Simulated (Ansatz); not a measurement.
A relaxed cell of Ti5Si is given with its symmetry left out. The cell was found from a structure generator's guess, not taken from experiment.

The calculation used DFT PBE, scalar-relativistic, plane waves, PAW in Ansatz. Cutoff 420 eV, Γ-centred mesh, Gaussian smearing, no spin polarisation.

```
CELL_PARAMETERS angstrom
6.38286 0.00000 0.00000
0.00000 6.38286 0.00000
0.00000 0.00000 2.81445
ATOMIC_POSITIONS crystal
Ti 0.75214 0.75214 0.50000
Ti 0.24786 0.24786 0.50000
Ti 0.24786 0.75214 0.50000
Ti 0.75214 0.24786 0.50000
Ti 0.50000 0.50000 0.00000
Si 0.00000 0.00000 0.00000
```

Formation energies are uncorrected and refer to the elements' standard structures at the same level.

**Question.** Find its symmetry and describe it.

**Answer.** P4/mmm (No. 123). Conventional cell: a = 6.383 Å, c = 2.814 Å. Around Ti on a site of symmetry m2m lie 2 Si at 2.64 Å, 4 Ti at 2.68–2.81 Å and 4 Ti at 3.16–3.22 Å; Ti on a site of symmetry 4/mmm has 10 Ti at 2.68–2.81 Å; around Si lie 8 Ti at 2.64 Å and 2 Si at 2.81 Å.

**Question.** What is its formation energy per atom?

**Answer.** +0.28 eV/atom. A positive value: parting into the elements would lower its energy.

**Question.** Is it a metal?

**Answer.** Yes, bands cross the Fermi level on the 6×6×14 mesh.

The last run used a 6×6×14 mesh (in the run's order of axes) for its 6-atom cell and Gaussian smearing of 0.10 eV. Symmetry constrained the relaxation, so the result can be a saddle point. Another cell of Ti5Si relaxed alike, in R32 (a Materials Project cell), lies 0.58 eV/atom lower, so this cell isn't the stable form at this level.
